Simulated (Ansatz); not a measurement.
HfH$_{2}$: frozen-core PAW against all-electron methods

```
Hf H
1.0
    -1.77378    1.77378    2.18050
     1.77378   -1.77378    2.18050
     1.77378    1.77378   -2.18050
Hf H
1 2
Direct
  0.00000 0.00000 0.00000
  0.75000 0.25000 0.50000
  0.25000 0.75000 0.50000
```

Atoms are numbered in the order listed.

Conventional cell: a = 3.548 Å, b = 3.548 Å, c = 4.361 Å, α = 90.00°, β = 90.00°, γ = 90.00°. Hf (atom 1) is surrounded by 8 H at 2.08 Å. Around H (atom 2) lie 4 Hf at 2.08 Å and 2 H at 2.18 Å.

The cell comes from COD entry 2310961, which wasn't checked; take it as a given geometry. The listed cell was then made from it by scaling, straining or moving an atom.

No spin–orbit coupling, which matters for the heavy atoms here.

Levels of theory: DFT, LDA, PAW with Ansatz's default frozen-core files, scalar-relativistic (Ansatz 0.2.0); DFT, LDA, all-electron LAPW, scalar-relativistic (Ansatz 0.2.0).

For PAW: a Γ-centred 12×12×12 k mesh, Fermi–Dirac smearing of 0.03 eV, cutoff 420 eV, no spin polarisation; the PAW files were made with PBE, and the program remakes their frozen cores for this functional. LAPW targets a basis error of 0.5 meV/atom. The Ansatz runs share mesh, smearing and spin set-up. Plane-wave (PAW) pressures include the program's estimate of the Pulay term.

Stress and pressure are positive in compression.

The change that made this cell: equal xx and yy strain of +2 %.

PAW results:

| quantity | PAW |
| --- | --- |
| pressure (GPa) | -13.34 |
| stress xx (GPa) | -13.61 |
| stress zz (GPa) | -12.78 |

Question: What does LAPW (all electrons) give for the same quantities?

Answer: 
| quantity | LAPW |
| --- | --- |
| pressure (GPa) | -13.32 |
| stress xx (GPa) | -13.60 |
| stress zz (GPa) | -12.76 |
